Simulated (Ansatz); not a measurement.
LaZrNO₂:
```
LaZrNO2
1.0
   -2.94130     2.94573     4.08926
    2.94130    -2.94573     4.08926
    2.94130     2.94573    -4.08926
La Zr N O
2 2 2 4
Direct
  0.75000   0.97842   0.22842
  0.25000   0.52158   0.27158
  0.01564   0.75000   0.76564
  0.48436   0.25000   0.73436
  0.31389   0.56389   0.75000
  0.18611   0.93611   0.25000
  0.75000   0.39118   0.64118
  0.25000   0.10882   0.85882
  0.80933   0.55933   0.25000
  0.69067   0.94067   0.75000
```

Relaxed with r²SCAN.

Map the electron localisation function on the plane through (0.314, 0.564, 0.750) spanned by u = [1, 1, 0] and v = [-1, 1, 1] in lattice vectors, from DFT-r²SCAN in the program Ansatz with PAW potentials.

x is the fraction of u, y of v (the angle between them is 114°; rows are the nearest grid lines); atoms in the plane: La at (0.93, 0.49), La at (0.44, 0.51), N at (0.00, 0.00), O at (0.38, 0.00).
```
| .*%%#-  .+%@%+:=%@%-           :+#@%*. |
|%@@%*:  .=#%@@%@@@#+     ..    .-*%@@%%%|
|@@%+:   .-*%%@@%%*=.  ..:::.   .:=*#%@@@|
|-:.       .:...     .:-==--.     ....:--|
| .-===-:    .::..   .::-:.    .-+++-.   |
|*%%%%%*-   ..:.....      ..:.:-===-.  -*|
|%%%%%%*:   ....::::.    .-==--:-::.  :*%|
|%%%%#+:   .:-+**+=:    :+####+=-.   :+#%|
|:::..    .-=++=:. .:-:..-+*##*+-.   ..::|
|**=-.     ..   :*@@@@%*:..::-:.   .-+***|
|@@%#=.       .=%@@%%@%#-.  ..   .=#%@@@@|
|#@@@+.     .+%@%=   %@%=      .+@@@#-:=#|
|%@%=      .+@@@#-:=#@@+.     .+%@%=   =%|
|#-.  ..   .=#%@@@@@%=.       .=%@@%%%@%#|
|:..::-:.   .-+****=-     ..   :*@@@@@%*:|
|+*##*+-.   ..::::..   .-=++=:. .:--:..-+|
|##+=-.   :+#%%%%#+:  .:-+**+=:     :+###|
|-:-::.  :*%%%%%%*:  ....::::.     .-==--|
|-===-.  -*%%%%%*-   .:.....       ..:.:-|
|+++-.   .-===-:    .:..    .::-:.    .-+|
|...:--:.       .:...     .:-==--.     ..|
|%@@@@%+:   .-*%%@@%%=.   ..:::.   .:=*#%|
|%%%@@%*:  .=#%@@%@@@+:     ..    .-*%@@%|
| .*%%#-  .+%@%+:=%@%-           :+#@%*. |
```
Scale: ten equal steps from 0.016 (start of ' ') to 0.886 (end of '@'), in the order ' .:-=+*#%@'; x runs from 0.000 to 1.00, y from 0.000 (bottom) to 1.00 (top).

The density is the valence pseudo-density with augmentation charge, so density and ELF within about 1 Å of a nucleus are not all-electron values.

Space group I2_12_12_1. The start of the workflow was typed in or built on a structure type; neither database checked (COD, Materials Project) lists it. Whether it is the stable phase at ambient conditions was not checked. Symmetry was held in the r²SCAN relaxation; its stability against distortions is not shown here. No spin polarisation was allowed. Spin–orbit coupling is left out wherever it is not named.

Potentials: the earlier of the program's two PAW sets.
